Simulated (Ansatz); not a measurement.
# Kick test of a cell of BeSeO4

It was reached by relaxing an invented guess, and it needn't be the stable form of this composition.

Level of theory: DFT PBE, scalar-relativistic, plane waves, PAW (Ansatz). Plane waves to 420 eV, a k mesh through Γ of 6×6×4 on the computed 12-atom cell and Gaussian smearing (0.02 eV); no spin polarisation.

The cell below (12 atoms, space group P6_3mc (No. 186)) is relaxed within its symmetry.

```
Be Se O
1.0
     5.31866    0.00000    0.00000
    -2.65933    4.60610    0.00000
     0.00000    0.00000    8.68022
Be Se O
2 2 8
Direct
  0.66667 0.33333 0.07751
  0.33333 0.66667 0.57751
  0.66667 0.33333 0.45245
  0.33333 0.66667 0.95245
  0.66667 0.33333 0.26429
  0.50057 0.00114 0.01488
  0.50057 0.49943 0.01488
  0.99886 0.49943 0.01488
  0.00114 0.50057 0.51488
  0.49943 0.50057 0.51488
  0.49943 0.99886 0.51488
  0.33333 0.66667 0.76429
```

For the test it was strained at random (σ = 1.5 % a component), the atoms were moved at random (σ = 0.05 Å), and all was relaxed again on a coarse 3×3×2 mesh (in the run’s order of axes) with 0.10 eV smearing, with no symmetry imposed.

Question: What happens?

Answer: It doesn't return. The energy falls by 115 meV/atom on that mesh, the volume changes by -21.3 %, and the end has space group P1 (No. 1) at a loose tolerance. Relaxed again on a 6×6×4 mesh with 0.02 eV smearing, the new structure lies 115 meV/atom below the first (mesh in the axes of the run's cell; the cell below is made exact in the group named). Space group P1 (No. 1), triclinic, a = 4.851 Å, b = 4.853 Å, c = 8.127 Å, α = 91.6°, β = 91.4°, γ = 118.9°. Be on its first site has 4 O at 1.63–1.65 Å; around Be on its second site lie 4 O at 1.63–1.65 Å; around Se on its first site lie 4 O at 1.66–1.67 Å; O on its first site is surrounded by 1 Be at 1.64 Å and 1 Se at 1.66 Å; 8 more sites not described.

```
Be Se O
1.0
     4.85143    0.00000    0.00000
    -2.34905    4.24697    0.00000
    -0.19403   -0.37336    8.11570
Be Se O
2 2 8
Cartesian
  2.3450 1.2227 0.6299
  0.0194 2.8064 4.6976
  2.4531 1.4135 3.6778
  -0.2354 2.2960 7.7129
  2.9395 1.0053 2.1442
  -0.7318 4.1256 0.0147
  1.1924 2.3758 0.6728
  3.4249 1.1412 7.7464
  -1.5464 2.7279 4.2451
  0.8483 1.8424 3.6505
  2.7847 0.1461 4.6970
  0.4189 2.2588 6.1903
```
